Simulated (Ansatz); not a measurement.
# What DFT gives for YCuP2

```
CELL_PARAMETERS angstrom
2.68097 2.70991 0.00000
2.68097 -2.70991 0.00000
0.00000 0.00000 -9.82558
ATOMIC_POSITIONS crystal
P 0.25000 0.25000 0.00000
P 0.75000 0.75000 0.00000
Cu 0.25000 0.25000 0.50000
Cu 0.75000 0.75000 0.50000
Y 0.25000 0.75000 0.76584
Y 0.75000 0.25000 0.23416
P 0.25000 0.75000 0.34140
P 0.75000 0.25000 0.65860
```

The numbers come from plane-wave PAW DFT (Ansatz): r2SCAN, with U_eff = 6.39 eV on Y d (all-electron-ortho-atomic projectors), no spin polarisation, 500 eV, 7×7×3 Γ-centred k points, cold occupations (width 0.0168 eV). Nothing was relaxed.

Q: Is there a gap?

A: It is a metal, with about 2.4 states/eV a cell as the mean within 0.25 eV of the Fermi level, mostly P p (61 %), Cu d (20 %) and Y d (13 %).

Q: Is the cell too large or too small?

A: The pressure is 1.6 GPa (compression positive), so with the atoms held at these fractions the cell would first expand; the forces are large, so a full relaxation may end otherwise. The principal stresses -0.3, 1.0, 4.3 GPa differ, so its shape would change too.

Q: Where is the largest force?

A: The largest is on P7 (and as large on other atoms): 1.13 eV/Å, components (0.00, 0.00, -1.13). It makes 51° with the line to a nearest neighbour, Cu3 at 2.46 Å.

Q: How is the charge shared?

A: Bader charges in e: Y +2.11, Cu +0.17, P -1.46 to -0.81. In the mean Y gives up most and P takes most.

Origin: a database entry at a rescaled volume. Caveats: a Hubbard term without moments, so a magnetic state may lie lower.
